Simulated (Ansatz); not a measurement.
YAl$_{2}$ (cubic Laves (MgCu2 type), Fd-3m) at seven volumes, PBEsol (plane waves, PAW; program Ansatz), scaled uniformly. One row is withheld.

```tsv
V (Å³/atom)	P (GPa)
18.051	9.54
18.646	5.87
19.241	2.71
19.836	-0.01
20.431	-2.36
21.026	?
21.622	-6.11
```

Task: Fit the shown pressures and predict the withheld one.

Result: Third-order Birch–Murnaghan: P = (3/2)B₀(x^(7/2) − x^(5/2))[1 + (3/4)(B′ − 4)(x − 1)] with x = (V₀/V)^(2/3). Least squares on the six rows gives V₀ = 19.833 Å³/atom, B₀ = 84.04 GPa, B′ = 3.97. At V = 21.026, x = 0.9618 and P = -4.37 GPa. The run itself gave -4.38 GPa.

The first step of the workflow began from a Materials Project structure, measured or hypothetical; the Crystallography Open Database copy checked does not list it. Its standing as an ambient phase is unchecked. The cell was relaxed with PBEsol under the symmetry of its start; whether a distortion lowers the energy is not shown. The run is not spin-polarised.

Potentials: the later of the program's two PAW sets.
